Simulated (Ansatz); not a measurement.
BaO (rock salt, Fm-3m), PBEsol in the plane-wave PAW code Ansatz. The conduction-band minimum lies at X, with 3 equivalent valleys. Second derivatives d²E/dk² of the lowest band at one valley (eV·Å²), along Cartesian directions:

| direction | d²E/dk² |
|---|---|
| [100] | 6.206 |
| [010] | 20.02 |
| [001] | 20.02 |
| [110] | 13.11 |
| [101] | 13.11 |
| [011] | 20.02 |

Problem. Find the principal effective masses, the density-of-states mass and the conductivity mass.

Solution. Off-diagonal terms follow from H_xy = H[110] − (H_xx + H_yy)/2, and m*/mₑ = 7.620 eV·Å² over each eigenvalue: 0.38, 0.38, 1.2. One valley's DOS mass (m₁m₂m₃)^(1/3) = 0.56, conductivity mass 3/(Σ 1/mᵢ) = 0.49 mₑ.

Problem. What effective density of states Nc follows at 300 K for parabolic valleys?

Solution. Nc = 2.509e19 × 3 × (0.56)^(3/2) ≈ 3.2e19 cm⁻³.

Symmetry was held in the PBEsol relaxation. Scalar-relativistic: spin–orbit coupling is off unless named, which matters more the heavier the elements.

Potentials: the later of the program's two PAW sets.

Edges and masses are those of Kohn–Sham bands, whose gap is no quasiparticle gap.
